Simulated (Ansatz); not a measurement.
**Varying the input for K3CO**

The reference input for Ansatz (plane-wave DFT with PAW):

```yaml
crystal:
  lattice:
    - [5.231062, 0.0, 0.0]
    - [0.0, 5.231062, 0.0]
    - [0.0, 0.0, 5.231062]
  atoms:
    - { symbol: K, position: [0.0, 0.0, 0.5] }
    - { symbol: K, position: [0.0, 0.5, 0.0] }
    - { symbol: K, position: [0.5, 0.0, 0.0] }
    - { symbol: C, position: [0.5, 0.5, 0.5], spin: 1.0 }
    - { symbol: O, position: [0.0, 0.0, 0.0] }
basis:
  ecutwfc: 420
kpoints:
  mp_grid: { grid: [4, 4, 4] }
hamiltonian:
  xc: pbe
scf:
  occupations: { method: gaussian, width: 0.1 }
  lower_state_search: "off"
output:
  forces: true
  stress: true
  eigenvalues: true
  populations: true
magnetization:
  spin_polarized: true
```

Command:

```bash
ansatz run input.yaml --threads 1 --pin off --max-ram 1331MiB --backend cpu --events-out ev --progress --plain --runs-dir out
```

The run converges in 13 SCF iterations on 10 irreducible k-points: pressure -0.15 GPa, gap on the sampled k-points 0.29 eV, cell moment 3.00 μB.

The inputs are trials, many of them unsound on purpose. Their numbers show the effect of the settings and aren't properties of the material. Each trial's input is given as a difference from the reference's; energies are extrapolated to zero smearing where there is one, and pressure is positive in compression.

Problem. Trial 1:

```diff
 crystal:
   atoms:
-    - { symbol: C, position: [0.5, 0.5, 0.5], spin: 1.0 }
-    - { symbol: O, position: [0.0, 0.0, 0.0] }
+    - { symbol: C, position: [0.5, 0.5, 0.5], spin: 2.69 }
+    - { symbol: O, position: [0.0, 0.0, 0.0], spin: 0.12 }
 hamiltonian:
+  dispersion: d3bj
```

How does this run end?

Solution. The run converges in 14 SCF iterations on 10 irreducible k-points: pressure -0.97 GPa, gap on the sampled k-points 0.29 eV, cell moment 3.00 μB.

Problem. Trial 2:

```diff
 crystal:
   atoms:
-    - { symbol: C, position: [0.5, 0.5, 0.5], spin: 1.0 }
-    - { symbol: O, position: [0.0, 0.0, 0.0] }
+    - { symbol: C, position: [0.5, 0.5, 0.5], spin: 2.69 }
+    - { symbol: O, position: [0.0, 0.0, 0.0], spin: 0.12 }
 basis:
-  ecutwfc: 420
+  ecutwfc: 40
 scf:
-  occupations: { method: gaussian, width: 0.1 }
+  occupations: { method: tetrahedron }
+  max_iter: 97
+relax:
+  adjacent_minimum: "off"
+  f_tol: 0.005
+  max_steps: 30
```

What happens?

Solution. The relaxation ends after 1 step and 29 SCF iterations, 0.00 meV per atom in free energy under its start, at 28.63 Å³/atom: energy 129 eV per atom above the reference, pressure -30.11 GPa (unreliable at so low a cutoff), no gap, cell moment 1.92 μB. It warns that the printed bands weren't solved further after the SCF; that the cutoff lies under the recommended one, 420 eV for these potentials; that forces under tetrahedra are unreliable; that the SCF threshold is loose for the stress; that forces and stress under tetrahedra may miss the energy's slope.

Problem. Trial 3:

```diff
 crystal:
   atoms:
-    - { symbol: C, position: [0.5, 0.5, 0.5], spin: 1.0 }
-    - { symbol: O, position: [0.0, 0.0, 0.0] }
+    - { symbol: C, position: [0.5, 0.5, 0.5], spin: 2.69 }
+    - { symbol: O, position: [0.0, 0.0, 0.0], spin: 0.12 }
 basis:
-  ecutwfc: 420
+  ecutwfc: 160
 kpoints:
-  mp_grid: { grid: [4, 4, 4] }
+  mp_grid: { grid: [1, 1, 1], shift: [0.04, 0.62, 0.62] }
 hamiltonian:
-  xc: pbe
+  xc: lda
 scf:
+  mixing: { ndim: 2, preconditioner: kerker_dos }
+  max_iter: 80
+  convergence: { dr2_threshold: "1e-8 eV" }
```

How does this run end?

Solution. The run converges in 19 SCF iterations on 1 irreducible k-point: pressure -3.69 GPa (unreliable at so low a cutoff), gap on the sampled k-points 1.13 eV, cell moment 3.00 μB. It warns that the cutoff lies under the recommended one, 420 eV for these potentials; that the SCF threshold is loose for the stress.